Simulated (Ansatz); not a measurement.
# W₃N₄: a faulty run and its cure

Intended: W₃N₄, PBE, plane waves and PAW in Ansatz. The input:

```yaml
crystal:
  lattice:
    - [4.122, 0.0, 0.0]
    - [0.0, 4.122, 0.0]
    - [0.0, 0.0, 4.122]
  atoms:
    - { symbol: W, position: [0.5, 0.5, 0.0] }
    - { symbol: W, position: [0.0, 0.5, 0.5] }
    - { symbol: W, position: [0.5, 0.0, 0.5] }
    - { symbol: "N", position: [0.5, 0.5, 0.5] }
    - { symbol: "N", position: [0.5, 0.0, 0.0] }
    - { symbol: "N", position: [0.0, 0.5, 0.0] }
    - { symbol: "N", position: [0.0, 0.0, 0.5] }
basis:
  ecutwfc: 420
kpoints:
  mp_grid: { grid: [10, 10, 10] }
hamiltonian:
  xc: pbe
scf:
  occupations: { method: fixed }
output:
  forces: true
  stress: true
  eigenvalues: true
```

Command:

```bash
ansatz run input.yaml --threads 2 --pin off --max-ram 5120MiB --backend cpu --events-out ev --progress --plain --runs-dir out
```

The program printed (HF is the Harris–Foulkes energy, dr2 the density residual in eV):

```text
Pseudopotential: W, paw, valence charge 14, recommended cutoff 420 eV (normal)
Pseudopotential: N, paw, valence charge 5, recommended cutoff 420 eV (normal)
Crystal: 7 atoms, lattice volume = 70.036 Å³
Basis set: ecut = 420 eV, 1357 PW (Γ), exchange–correlation on 60×60×60 points (8 copies of the dense FFT grid, shifted against one another)
Bands: 38, of which v1, the nominal top of the filled ones, is band 31 counted from 1 (30 counted from 0)
Symmetry: 48 space group operations
Space group: Pm-3m (ITA 221), of the structure as read, at distance tolerance 4.1e-5 Å
k-points: 56 of 1000
Initial density: superposition of atomic densities, corrected by the library's trained network
SCF iter   1: HF=-32689.521373 eV  Δρ=1.46e-2  dr2=9.91e-2
SCF iter   2: HF=-32689.503408 eV  Δρ=7.31e-3  dr2=2.36e-2
SCF iter   3: HF=-32689.497365 eV  Δρ=2.32e-3  dr2=6.14e-3
SCF iter   4: HF=-32689.496142 eV  Δρ=6.43e-4  dr2=5.12e-4
   ...
SCF iter   7: HF=-32689.496727 eV  Δρ=5.09e-5  dr2=1.98e-6
SCF iter   8: HF=-32689.496728 eV  Δρ=1.83e-5  dr2=2.06e-7
SCF iter   9: F=-32689.496728 eV  HF=-32689.496728 eV  Δρ=5.73e-6  dr2=1.86e-8
WARN: a fill by count may have filled part of one level: at k-index 35 the highest filled band, 20.857347 eV, and the lowest empty band, 20.857347 eV, stand 1.421e-14 eV apart, within the solve's uncertainty, 3.162e-4 eV. If they are one level, whatever splits it, however little, can move the result …
SCF 1 converged in 9 iterations: F = -32689.496728 eV  dr2 = 1.86e-8
SCF converged after 9 iterations
Free energy (F): -32689.496728 eV
E sigma→0 (E₀):  -32689.496728 eV
Fermi energy:    21.756239 eV
--- Forces (eV/Å), atoms counted from 1 ---
  atom   1  W     -0.00000000     0.00000000    -0.00000000
  atom   2  W      0.00000000     0.00000000     0.00000000
  atom   3  W     -0.00000000    -0.00000000     0.00000000
  atom   4  N      0.00000000    -0.00000000     0.00000000
  atom   5  N     -0.00000000    -0.00000000    -0.00000000
  atom   6  N      0.00000000     0.00000000     0.00000000
  atom   7  N      0.00000000     0.00000000     0.00000000
--- Stress (GPa, compression-positive) ---
       31.015481      -0.000000       0.000000
        0.000000      31.015481       0.000000
        0.000000       0.000000      31.015481
  P = ⅓ Tr σ = 31.0155 GPa (310.155 kbar)
```

Question: The run converged, but its numbers aren't those of the intended crystal and state. Why?

Answer: The fault is fixed occupations on a metal. Bands cross the Fermi level, so no fixed count of filled bands holds at every k-point. The cure is a smearing.

Fix:

```diff
 scf:
-  occupations: { method: fixed }
+  occupations: { method: gaussian, width: 0.1 }
```

With the mended input the run converges and gives a pressure of 27.02 GPa, no gap. The faulty run's energy lay 135 meV per atom higher. The faulty run also carried warnings: band overlap at count; metallic iterate.

The mended run took 10 s on 2 threads of Arm Neoverse N1, on a shared host, peak memory 0.4 GiB.